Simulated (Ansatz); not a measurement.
RuTe$_{2}$ (space group Pa-3)

```yaml
crystal:
  lattice:
    - [6.44165, 0.00000, 0.00000]
    - [0.00000, 6.44165, 0.00000]
    - [0.00000, 0.00000, 6.44165]
  atoms:
    - { symbol: Te, position: [0.37339, 0.37339, 0.37339] }
    - { symbol: Te, position: [0.62661, 0.62661, 0.62661] }
    - { symbol: Te, position: [0.12661, 0.62661, 0.87339] }
    - { symbol: Te, position: [0.87339, 0.37339, 0.12661] }
    - { symbol: Te, position: [0.87339, 0.12661, 0.62661] }
    - { symbol: Te, position: [0.12661, 0.87339, 0.37339] }
    - { symbol: Te, position: [0.62661, 0.87339, 0.12661] }
    - { symbol: Te, position: [0.37339, 0.12661, 0.87339] }
    - { symbol: Ru, position: [0.00000, 0.00000, 0.00000] }
    - { symbol: Ru, position: [0.50000, 0.00000, 0.50000] }
    - { symbol: Ru, position: [0.50000, 0.50000, 0.00000] }
    - { symbol: Ru, position: [0.00000, 0.50000, 0.50000] }
```

This relaxed cell (volume V₀) is scaled evenly in all directions, its shape held. The atoms relax within the cell's symmetry.

These are r2SCAN (plane waves to 500 eV, PAW, scalar-relativistic; Ansatz, a first-principles code) values and carry that method's errors. k mesh 4×4×4 (Γ-centred), Fermi-Dirac smearing 0.05 eV. The energy includes the smearing's −TS. Stress and pressure are positive under compression. RuTe2 is run without spin polarisation. RuTe2 was relaxed with its symmetry unable to fall. Spin-orbit coupling is left out, though Te is heavy. ΔE is measured from the relaxed starting cell. The last digit holds for this mesh only.

```csv
V (Å³/atom),ΔE (meV/atom)
20.047,withheld
20.493,63.0
20.938,33.9
21.384,14.5
21.829,3.5
22.275,0.0
22.720,3.2
23.166,12.3
23.611,26.6
24.057,45.5
24.502,68.5
```

**Question.** Fit a third-order Birch-Murnaghan form (E₀, V₀, B₀, B₀′ free) to the given rows and predict ΔE at V = 20.047.

**Answer.** Least squares on the 10 given rows: ΔE = E₀ + (9V₀B₀/16)·y²·[2 + (B₀′ − 4)y], y = (V₀/V)^(2/3) − 1, with V₀ = 22.275 Å³/atom, B₀ = 119.5 GPa (160.2 GPa = 1 eV/Å³; the term in eV is multiplied by 1000), B₀′ = 5.08, E₀ = 0.02 meV/atom; root-mean-square residual 0.03 meV/atom. At 20.047 the fit gives 102.9 meV/atom; the calculation gives 102.8 meV/atom, so the extrapolation is off by 0.1 (+0.1 %). For the pressure the fit gives 16.5 GPa against the computed 16.4 GPa.

(A scan under strain: stresses follow from slopes of the energy per volume, elastic moduli from its curvatures.)
